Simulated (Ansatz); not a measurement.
Given:

Ag:
```
CELL_PARAMETERS angstrom
     -2.59890     2.59890     1.36186
      2.59890    -2.59890     1.36186
      2.59890     2.59890    -1.36186
ATOMIC_POSITIONS crystal
  Ag 0.00000 0.00000 0.00000
  Ag 0.75000 0.25000 0.50000
```

This is the PBEsol-relaxed structure.

### Question
All from DFT-PBEsol in the program Ansatz with PAW potentials, unless another level is named. Give the highest zone-centre frequency.

### Answer
177 cm^-1.

### Question
Predict the bulk modulus (Birch–Murnaghan fit).

### Answer
96.4 GPa.

Space group I4_1/amd (β-Sn type). The start of the workflow was typed in or built on a structure type; neither database checked (COD, Materials Project) lists it. It is not the phase usual at ambient conditions (space group No. 225). The cell was relaxed with PBEsol under the symmetry of its start; whether a distortion lowers the energy is not shown. No spin polarisation was allowed. As this level gives no gap, phonon frequencies hold no LO–TO term and depend on the k-mesh and smearing (Fermi–Dirac, 0.1 eV here).

Potentials: the later of the program's two PAW sets.
